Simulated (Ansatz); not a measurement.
**Squeezing Sn (diamond type)**

```
Sn
1.0
     0.00000    3.32851    3.32851
     3.32851    0.00000    3.32851
     3.32851    3.32851    0.00000
Sn
2
Direct
  0.87500 0.87500 0.87500
  0.12500 0.12500 0.12500
```

The cell comes from a relaxation on PAW files under the same functional, begun from a prototype that needn't be the stable phase.

Its volume is scaled at fixed shape and fractional positions.

Computed with Ansatz 0.2.0; functional PBE, scalar-relativistic. Settings: a Γ-centred 10×10×10 k mesh, Fermi–Dirac smearing of 0.08 eV, no spin polarisation. Methods: LAPW: all electrons, basis error target 1 meV/atom; PAW: frozen-core files, cutoff 420 eV; crystal datasets: all electrons, by PAW datasets that the program makes for each cell; norm-conserving: pseudopotentials, cutoff 980 eV; PAW (cutoff 800 eV): frozen-core files, cutoff 800 eV.

Energies are extrapolated to zero smearing and count from the unscaled cell; pressure is positive in compression; gaps take the mesh and a band path. No temperature or zero-point motion is included.

Spin–orbit coupling is left out, which matters for the heavy atoms.

| V/V0 | V (Å³/atom) | P LAPW (GPa) | ΔE LAPW (eV/atom) | P PAW − LAPW (GPa) | ΔE PAW − LAPW (meV/atom) |
| --- | --- | --- | --- | --- | --- |
| 1.00 | 36.88 | 0.00 | 0.000 | 0.00 | 0.0 |
| 0.88 | 32.45 | 6.20 | 0.075 | 0.00 | 0.1 |
| 0.78 | 28.76 | 16.15 | 0.320 | 0.00 | 0.3 |
| 0.68 | 25.08 | 34.9 | 0.884 | 0.02 | 0.6 |
| 0.58 | 21.39 | ? | ? | ? | ? |
| 0.50 | 18.44 | 127.5 | 3.838 | 0.12 | 3.5 |
| 0.43 | 15.86 | 218.6 | 6.553 | 0.18 | 5.7 |

Question: Fit the Vinet equation to the LAPW pressures shown (residuals weighted by 1/(|P| + 0.03·Pmax)), and predict the pressure of the withheld row.

Answer: The fit gives V0 = 36.90 Å³/atom, B0 = 34.1 GPa and B0′ = 5.34. At 21.39 Å³/atom, x = (V/V0)^(1/3) = 0.8338, and P = 3·B0·(1 − x)/x²·exp[1.5·(B0′ − 1)·(1 − x)] = 72.0 GPa. The run itself gave 71.4 GPa (+0.8 % off) and ΔE = 2.060 eV/atom.

Question: At the smallest volume, how far do crystal datasets and norm-conserving and PAW (cutoff 800 eV) lie from LAPW in pressure?

Answer: crystal datasets: 0.00 GPa; norm-conserving: +1.29 GPa; PAW (cutoff 800 eV): +0.03 GPa, on a LAPW pressure of 218.6 GPa.

Question: How do the Löwdin populations by LAPW change from the unscaled cell to the last row?

Answer: Sn 4s 1.99 → 1.94, Sn 5s 1.44 → 1.02, Sn 5p 2.57 → 3.09, Sn 4d 9.99 → 9.96 electrons an atom. These are projections on the shells that the free atoms fill; 0.04 e a cell lies outside them at the start and 0.06 e at the end.
